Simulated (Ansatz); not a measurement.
WF6 on a (100) slab of W (Im-3m (No. 229)), 4 planes, outer planes W (top) and W (bottom), 1 a cell of 39.9 Å², relaxed and still whole (its atoms last):

```xyz
23
Lattice="6.3187 0.0000 0.0000 0.0000 6.3187 0.0000 0.0000 0.0000 26.4391" Properties=species:S:1:pos:R:3 pbc="T T T"
W     1.5797    4.7391    8.0000
W     1.5797    1.5797    8.0000
W     4.7391    4.7391    8.0000
W     4.7391    1.5797    8.0000
W     3.1594    3.1594    9.5797
W     3.1594    0.0000    9.5797
W     0.0000    3.1594    9.5797
W     0.0000    0.0000    9.5797
W     4.7391    1.5797   11.1842
W     4.7391    4.7391   11.2321
W     1.5797    1.5797   11.2321
W     1.5797    4.7391   11.2734
W    -0.0419    0.0406   12.6576
W    -0.0406    3.1175   12.6576
W     3.2000    0.0419   12.6576
W     3.2013    3.1188   12.6576
W     4.7391    1.5797   16.6581
F     5.6760   -0.0358   16.5442
F     3.8021    3.1952   16.5442
F     6.3546    2.5166   16.5442
F     3.1236    0.6428   16.5442
F     4.7391    1.5797   18.5135
F     4.7391    1.5797   14.6973
```

Method: DFT PBE+D3(BJ), scalar-relativistic, plane waves, PAW in Ansatz 0.2.0. Plane waves to 420 eV, a k mesh through Γ of 3×3×1 on the computed 23-atom cell and Gaussian smearing (0.10 eV); no spin polarisation. A dipole correction removes the field between periodic images along c.

It binds with 0.65 eV a molecule against the clean slab and the free molecule (no zero-point or thermal terms); its shortest contact is F–W 2.98 Å. Take first-order desorption with no barrier to adsorption, no reaction on the face and an assumed prefactor of 10^13 s⁻¹.

Q: How long does a molecule stay at 300 K?

A: τ = ν⁻¹·exp(E/k_BT) with k_BT = 0.0259 eV: E/k_BT = 25.1, so τ ≈ 8×10^-3 s. At about one hit a site a second (10⁻⁶ mbar) the coverage is near τ × 1 s⁻¹, so a layer needs roughly 1×10^-4 mbar.

Q: Where does its peak lie in a desorption experiment heated at 1 K/s?

A: The peak obeys E/(k_B·T_p²) = (ν/β)·exp(−E/k_BT_p). Solving gives T_p ≈ 236 K (E/k_BT_p = 31.9). An error of 0.1 eV in E moves it by about 36 K, and larger molecules have larger prefactors, which lowers it.

The molecule may also break up before it leaves, which wasn't tried.

Spin polarisation was left out, and a magnetic state may lie lower.